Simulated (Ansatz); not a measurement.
**HfN: from a starting cell to a relaxed one**

The start is a relaxed HfN cell, doubled along one cell vector, shaken by Gaussian noise of σ = 0.08 Å a coordinate. A full variable-cell relaxation at zero pressure is run with r2SCAN (plane waves to 500 eV, PAW, scalar-relativistic; Ansatz, a program for electronic structure). The first steps use a coarse 9×5×9 k-mesh.

The start:
```yaml
crystal:
  lattice:
    - [0.00000, 2.26272, 2.26272]
    - [4.52543, 0.00000, 4.52543]
    - [2.26272, 2.26272, 0.00000]
  atoms:
    - { symbol: Hf, position: [0.41967, 0.27411, 0.50986] }
    - { symbol: Hf, position: [0.51372, 0.76274, 0.48586] }
    - { symbol: N, position: [0.03424, 0.99727, 0.94366] }
    - { symbol: N, position: [0.05337, 0.48531, 0.97053] }
```

### Question
How large is the pressure on the unrelaxed cell, and of which sign?

### Answer
+10 GPa (positive: the cell is compressed).

### Question
Which atoms feel the largest initial force, and how large is it?

### Answer
About 4.0 eV/Å, on Hf1 (atoms numbered as listed).

### Question
Does it find its way back to the structure it was made from?

### Answer
The parent structure is recovered, Fm-3m (No. 225).

### Question
What band gap does the relaxed structure have at this level?

### Answer
Zero (metallic).

Final structure:

Space group Fm-3m (No. 225); a = 4.5255 Å, b = 4.5255 Å, c = 4.5255 Å, α = 90.00°, β = 90.00°, γ = 90.00°

```csv
atom,site,symmetry,x,y,z
Hf,4a,m-3m,0.0000,0.0000,0.0000
N,4b,m-3m,0.5000,0.5000,0.5000
```
(The calculation used a cell of 2 atoms; values per cell refer to that cell.)

Final values are on a 18×18×18 k-mesh of the relaxed cell. No spin polarisation in the result. The relaxed primitive cell holds an odd number of electrons. A magnetic state may lie lower.
